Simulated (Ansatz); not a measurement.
Mn$_{2}$SiB$_{2}$:
```
CELL_PARAMETERS angstrom
      1.49594    -5.21464     0.00000
      1.49594     5.21464     0.00000
      0.00000     0.00000     2.75794
ATOMIC_POSITIONS crystal
  Si 0.00000 0.00000 0.00000
  Mn 0.36464 0.63536 0.50000
  Mn 0.63536 0.36464 0.50000
  B  0.20623 0.79377 0.00000
  B  0.79377 0.20623 0.00000
```
The run is spin-polarised; directions of the spins, atom by atom: 0 ↑ ↑ 0 0.

Relaxed with PBE. Special points in fractions of this cell's reciprocal vectors: Γ (0.000, 0.000, 0.000); Y (-0.500, 0.500, 0.000); C0 (-0.271, 0.729, 0.000); Σ0 (0.271, 0.271, 0.000); Z (0.000, 0.000, 0.500); A0 (0.271, 0.271, 0.500); E0 (-0.271, 0.729, 0.500); T (-0.500, 0.500, 0.500); S (0.000, 0.500, 0.000); R (0.000, 0.500, 0.500).

**Question.** List the band energies nearest the Fermi level at these points for plane-wave PAW PBE (Ansatz code).

**Answer.** In eV from the Fermi level; about four levels below and three above (degenerate sets whole), none deeper than 8.9 eV; points with the same levels are listed once.

```
k                       below           above
----  -----------------------  --------------
Γ ↑   -1.89 -0.81 -0.68 -0.52  0.14 0.27 1.10
Y ↑   -1.35 -0.91 -0.58 -0.44  0.64 1.54 2.60
C0 ↑  -0.64 -0.44 -0.44 -0.11  2.78 4.07 5.73
Z ↑   -2.33 -2.21 -1.44 -1.02  0.15 0.40 1.72
A0 ↑  -0.99 -0.98 -0.22 -0.13  0.37 0.53 2.52
T ↑   -2.61 -2.03 -1.94 -0.20  0.32 0.50 1.89
S ↑   -0.69 -0.45 -0.35 -0.17  2.80 4.47 5.82
R ↑   -1.05 -0.90 -0.16 -0.14  0.35 0.54 2.46
Γ ↓   -1.55 -0.52 -0.40 -0.19  0.58 0.64 1.14
Y ↓   -1.37 -1.08 -0.63 -0.29  0.06 1.20 1.85
C0 ↓  -2.74 -0.87 -0.49 -0.37  0.15 0.43 0.62
Z ↓   -2.07 -1.56 -0.99 -0.57  0.67 1.00 1.83
A0 ↓  -5.13 -1.50 -0.79 -0.62  0.62 0.70 0.76
T ↓   -3.40 -2.39 -1.61 -1.29  0.31 0.85 1.08
S ↓   -2.71 -0.86 -0.50 -0.37  0.12 0.52 0.54
R ↓   -5.18 -1.44 -0.83 -0.59  0.63 0.75 0.77
```

Space group Cmmm. The start of the workflow was typed in or built on a structure type; neither database checked (COD, Materials Project) lists it. Its standing as an ambient phase is unchecked. The cell was relaxed with PBE under the symmetry of its start; its stability against distortions is not shown here. Spin order of the final state: ferromagnetic, chosen from 2 collinear starts compared on coarse meshes (ties went to the first, and starts can fall back to one state), not a proven ground state.

Potentials: the later of the program's two PAW sets.
